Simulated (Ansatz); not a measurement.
Computed with DFT PBE, scalar-relativistic, plane waves, PAW in Ansatz 0.2.0. All cells share a 420 eV cutoff and Γ-centred k meshes spaced at most about 0.3 Å⁻¹ (about 0.25 or finer for metals, 2π included). No spin polarisation in the final relaxations.

All energies are static (0 K, no zero-point motion).

Compare these two cells of Si4Hg, each relaxed at this level.

A. Space group I4/mmm (No. 139), tetragonal, a = 4.518 Å, c = 9.058 Å. Si on a site of symmetry -4m2 has 4 Si at 2.50 Å, 4 Si at 3.19 Å and 4 Hg at 3.20 Å; Si on a site of symmetry 4mm has 5 Si at 2.39–2.50 Å and 5 Hg at 3.33–3.41 Å; Hg is surrounded by 18 Si at 3.20–3.41 Å.

B. Space group P4/mmm (No. 123), tetragonal, a = 3.534 Å, c = 7.689 Å. Si is surrounded by 5 Si at 2.50–2.51 Å and 2 Hg at 3.13 Å; Hg has 8 Si at 3.13 Å and 4 Hg at 3.53 Å.

Question: Which is lower in energy, and by how much?

Answer: A is lower, by 104 meV/atom. A has space group I4/mmm (No. 139), 18.5 Å³/atom and no gap on its mesh; B has space group P4/mmm (No. 123), 19.2 Å³/atom and no gap. Counting Si atoms around Hg (those within 1.25 times the shortest such distance or 1.15 times the sum of covalent radii; the shortest distance is added where it is long for a bond), A has Hg 18 from 3.2 Å and B has Hg 8 from 3.1 Å. A holds Si–Si bonds in all directions (shortest 2.39 Å); B holds Si–Si nets (shortest 2.50 Å). The denser one is the lower, and pressure would at first widen the difference. Even the lower one lies +0.30 eV/atom against the reference forms of the elements (uncorrected), so neither is stable at this level. Both come from invented guesses.

These runs have no spin–orbit coupling, which can matter for Hg. Cells relaxed within their symmetry can be saddle points.
